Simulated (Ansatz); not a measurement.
LiAu4Se4Cl4O12: field gradients at two levels of theory

Cell: a Materials Project structure (computed, not necessarily an observed phase), atoms as given.

```cif
data_structure
_symmetry_space_group_name_H-M 'P 1'
_symmetry_Int_Tables_number 1
_cell_length_a 4.5315
_cell_length_b 10.2130
_cell_length_c 11.1280
_cell_angle_alpha 86.218
_cell_angle_beta 87.901
_cell_angle_gamma 86.227
_cell_volume 512.50
loop_
_atom_site_label
_atom_site_type_symbol
_atom_site_fract_x
_atom_site_fract_y
_atom_site_fract_z
_atom_site_occupancy
Li1 Li 0.19474 0.62205 0.66953 1
Se2 Se 0.72021 0.12115 0.75469 1
Se3 Se 0.21045 0.29750 0.09136 1
Se4 Se 0.81864 0.73491 0.90850 1
Se5 Se 0.29763 0.86856 0.25964 1
Au6 Au 0.97950 0.41354 0.81655 1
Au7 Au 0.02310 0.00750 0.01065 1
Au8 Au 0.00233 0.59655 0.17841 1
Au9 Au 0.01024 0.98657 0.51373 1
Cl10 Cl 0.31750 0.52409 0.32887 1
Cl11 Cl 0.68873 0.50053 0.64822 1
Cl12 Cl 0.34970 0.80562 0.54700 1
Cl13 Cl 0.68583 0.16698 0.47985 1
O14 O 0.67425 0.04516 0.89956 1
O15 O 0.70868 0.65948 0.04545 1
O16 O 0.02137 0.21235 0.76816 1
O17 O 0.11216 0.82804 0.94382 1
O18 O 0.06356 0.61984 0.84102 1
O19 O 0.93192 0.18713 0.07658 1
O20 O 0.30393 0.35237 0.94643 1
O21 O 0.98314 0.78617 0.22886 1
O22 O 0.91005 0.98113 0.69304 1
O23 O 0.92738 0.41271 0.13574 1
O24 O 0.36340 0.96113 0.12557 1
O25 O 0.10436 0.99646 0.33281 1
```

Atom numbers follow the list; atoms alike are taken as one site, whose name carries the number of the first.

First run. All values are calculated (Ansatz; DFT, PBE, plane waves and PAW, scalar-relativistic, 420 eV cutoff, Γ-centred 7×3×3 k-points, Fermi–Dirac smearing 0.05 eV), not measured.

| site | atom | V_zz (10²¹ V/m²) | η |
| --- | --- | --- | --- |
| Se2 | 2 | -30.7 | 0.10 |
| Se3 | 3 | -29.8 | 0.07 |
| Se4 | 4 | -30.6 | 0.06 |
| Se5 | 5 | -30.1 | 0.14 |
| Au6 | 6 | 7.53 | 0.95 |
| Au7 | 7 | -7.04 | 0.80 |
| Au8 | 8 | -7.45 | 0.66 |
| Au9 | 9 | -12.14 | 0.33 |
| Cl11 | 11 | 19.75 | 0.26 |
| Cl13 | 13 | 30.8 | 0.07 |
| O18 | 18 | 14.42 | 0.72 |
| O19 | 19 | -15.26 | 0.95 |
| O24 | 24 | 14.35 | 0.88 |
| O25 | 25 | 14.60 | 0.91 |

Second run. The same atoms and settings, except that the functional is r2SCAN, the cutoff is 500 eV and the mesh is 7×4×3.

(1) What does the second run give?

Answers

(1) 

| site | atom | V_zz | η | change of V_zz |
| --- | --- | --- | --- | --- |
| Se2 | 2 | -32.8 | 0.10 | -2.10 |
| Se3 | 3 | -31.7 | 0.05 | -1.90 |
| Se4 | 4 | -32.5 | 0.05 | -1.93 |
| Se5 | 5 | -32.2 | 0.13 | -2.12 |
| Au6 | 6 | 12.62 | 0.64 | +5.09 |
| Au7 | 7 | 4.04 | 0.79 | – |
| Au8 | 8 | -3.59 | 0.74 | +3.86 |
| Au9 | 9 | -7.25 | 0.42 | +4.89 |
| Cl11 | 11 | 18.84 | 0.28 | -0.91 |
| Cl13 | 13 | 30.4 | 0.04 | -0.43 |
| O18 | 18 | 15.04 | 0.70 | +0.62 |
| O19 | 19 | -15.75 | 0.95 | -0.49 |
| O24 | 24 | 15.01 | 0.87 | +0.66 |
| O25 | 25 | 15.18 | 0.92 | +0.58 |

The largest change of V_zz along a kept axis is on Au6, from 7.53 to 12.62. In per cent, |V_zz| changes by +6 to +7 on Se, -52 to +68 on Au, -5 to -1 on Cl, +3 to +5 on O (all sites that start above 2, bar those whose gradient vanishes or changes sign or whose main axis turns by over 40°). Where |V_zz| stays above 0.1 and the axes keep their order, η moves most on Au6, from 0.95 to 0.64. On Au7 the largest principal value lies along another axis in the second run, so the two V_zz can't be compared directly. The table leaves out 11 of the 25 sites, with |V_zz| up to 30.58; their tensors move by 0.82 at most along any direction. The statements above cover all sites.

Spin–orbit coupling is left out, which shifts gradients on Au by a few per cent in wide-gap crystals, and can shift them far more where the calculated gap is small or absent, as here.
For the first run: The largest force is 0.4 eV/Å, so the atoms aren't at the calculated equilibrium and relaxing them would move these values. With these PAW files V_zz is typically within 2 to 3 % of all-electron values, but misses above 10 % occur on Li.
For the second run: At this cell the principal stresses reach 5 GPa in size with r2SCAN, which can matter for small gradients. The largest force is 1.1 eV/Å, so the atoms aren't at the calculated equilibrium and relaxing them would move these values. With these PAW files V_zz is typically within 2 to 3 % of all-electron values, but misses above 10 % occur on Au, Li.
